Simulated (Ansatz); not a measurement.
Data sheet: BN (DFT)

BN:
```yaml
crystal:
  lattice:
    - [2.49703, 0.00000, 0.00000]
    - [-1.24852, 2.16249, 0.00000]
    - [0.00000, 0.00000, 6.66180]
  atoms:
    - { symbol: B, position: [0.00000, 0.00000, 0.75000] }
    - { symbol: B, position: [0.00000, 0.00000, 0.25000] }
    - { symbol: N, position: [0.66667, 0.33333, 0.25000] }
    - { symbol: N, position: [0.33333, 0.66667, 0.75000] }
```

Space group P6_3/mmc (No. 194); conventional cell a = b = 2.4970 Å, c = 6.6618 Å, α = β = 90.00°, γ = 120.00°.

Method: r²SCAN+D4 (plane waves, PAW; program Ansatz). Structure relaxed to zero pressure with the same functional. Other levels are named where they apply.

**Cell and energy**

```yaml
volume_per_atom: 8.99 Å³
density: 2.29 g/cm³
Formation energy from the elements (no fitted shifts): -1.38 eV/atom
```

**Electronic structure**

```yaml
band_gap: 4.22 eV (smallest direct gap 4.24 eV)
valence_band_maximum: off the standard path, at k = (0.312, 0.333, 0.000) in fractions of the reciprocal vectors
conduction_band_minimum: at K (2 equivalent valleys)
electron_effective_mass: 0.50, 0.50, 0.75 mₑ (principal values)
HSE06 gap on the r²SCAN+D4 cell: 4.95 eV
```

**Mechanics**

```yaml
Bulk modulus (Birch–Murnaghan fit): 308 kbar
Pressure derivative B′: 10.9
Elastic constants (relaxed ions, GPa): C11 = 917, C12 = 202, C13 = -4.0, C33 = 33.2, C44 = 3.4
mechanical_stability: stable (all eigenvalues of C positive)
```

**Dielectric response**

```yaml
Electronic dielectric constant ε∞ (DFPT): 4.51 (xx = yy), 2.58 (zz)
Static dielectric constant ε0 (ions relaxed, cell fixed): 6.26 (xx = yy), 2.95 (zz)
Born charges (a third of the trace): B +2.05, N -2.05 e
```

**Phonons**

```yaml
Highest zone-centre frequency (without LO–TO term): 1380 cm⁻¹
zone_centre_stability: no imaginary mode at Γ
dynamical_stability_on_the_path: stable (no imaginary branch)
zero_point_energy: 157.0 meV/atom
Vibrational entropy at 300 K: 7.3 J/(K·mol of atoms)
```

**Charges**

```yaml
bader_charges: B +2.30, N -2.30 e
```

The first step of the workflow began from a Materials Project structure, measured or hypothetical. Its sites differ from those of the usual phase in this space group: another stacking or structure type. Symmetry was held in the r²SCAN+D4 relaxation. The references are the lowest solids computed at this level, not always the standard phases (solids in place of the gases).

Potentials: the earlier of the program's two PAW sets.
